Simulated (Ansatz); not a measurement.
# How far is PAW off for Ti?

```
Ti
1.0
     2.95000    0.00000    0.00000
    -1.47500    2.55477    0.00000
     0.00000    0.00000    4.68600
Ti
2
Direct
  0.33333 0.66667 0.25000
  0.66667 0.33333 0.75000
```

Atom numbers follow the list: Ti1, Ti2.

The conventional cell has a = 2.950 Å, b = 2.950 Å, c = 4.686 Å, α = 90.00°, β = 90.00°, γ = 120.00°. Ti (atom 1) is surrounded by 12 Ti at 2.90 to 2.95 Å.

The cell comes from COD entry 9008517, which wasn't checked; take it as a given geometry.

All numbers are computed: DFT, PBEsol, PAW with Ansatz's default frozen-core files, scalar-relativistic (Ansatz 0.2.0); DFT, PBEsol, all-electron LAPW, scalar-relativistic (Ansatz 0.2.0).

For PAW: a Γ-centred 13×13×7 k mesh, Fermi–Dirac smearing of 0.08 eV, cutoff 420 eV, no spin polarisation; the PAW files were made with PBE, and the program remakes their frozen cores for this functional. LAPW targets a basis error of 0.5 meV/atom. The Ansatz runs share mesh, smearing and spin set-up. Plane-wave (PAW) pressures include the program's estimate of the Pulay term.

Stress and pressure are positive in compression.

Levels count from the Fermi level.

PAW results:

| quantity | PAW |
| --- | --- |
| pressure (GPa) | -5.80 |
| stress xx (GPa) | -5.64 |
| stress zz (GPa) | -6.13 |
| highest filled level at Γ (eV) | -2.640 |
| lowest empty level at Γ (eV) | 0.714 |
| highest filled level at A (eV) | -4.316 |
| lowest empty level at A (eV) | 0.094 |
| highest filled level at K (eV) | -1.266 |
| lowest empty level at K (eV) | 0.232 |

What does all-electron LAPW give for the same quantities?


```
                      quantity    LAPW
                pressure (GPa)   -5.81
               stress xx (GPa)   -5.65
               stress zz (GPa)   -6.14
highest filled level at Γ (eV)  -2.640
  lowest empty level at Γ (eV)   0.715
highest filled level at A (eV)  -4.317
  lowest empty level at A (eV)   0.094
highest filled level at K (eV)  -1.266
  lowest empty level at K (eV)   0.232
```
